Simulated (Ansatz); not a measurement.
Values for one crystal, relaxed and computed with plane-wave PAW r²SCAN+D4 (Ansatz code); other levels are named.

| Property | Value |
|---|---|
| Volume per atom | 25.88 Å³ |
| Band gap | 0.91 eV (indirect) |
| Elastic constants (relaxed ions, GPa) | C11 = 126, C12 = 31.9, C13 = 9.8, C33 = 38.4, C44 = 16.2 |
| Young's modulus | 66.6 GPa |
| Mechanical stability | stable (all eigenvalues of C positive) |
| Valence-band maximum | at Γ |
| Electron effective mass | 0.39, 0.52, 0.83 mₑ (principal values) |

### Question
Which compound is it?
A) ZrS2, CdI2 type
B) Bi2Te3, R-3m (Bi on 6c, Te on 3a, Te on 6c)
C) WSe2, P6_3/mmc (W on 2c, Se on 4f)
D) Te2Mo, P6_3/mmc (Mo on 2c, Te on 4f)

### Answer
D, Te2Mo, P6_3/mmc (Mo on 2c, Te on 4f)

The cell was relaxed with r²SCAN+D4 under the symmetry of its start; of distortions, only those at the zone centre were tested. The run is not spin-polarised. Spin–orbit coupling is left out wherever it is not named.

Potentials: the later of the program's two PAW sets.
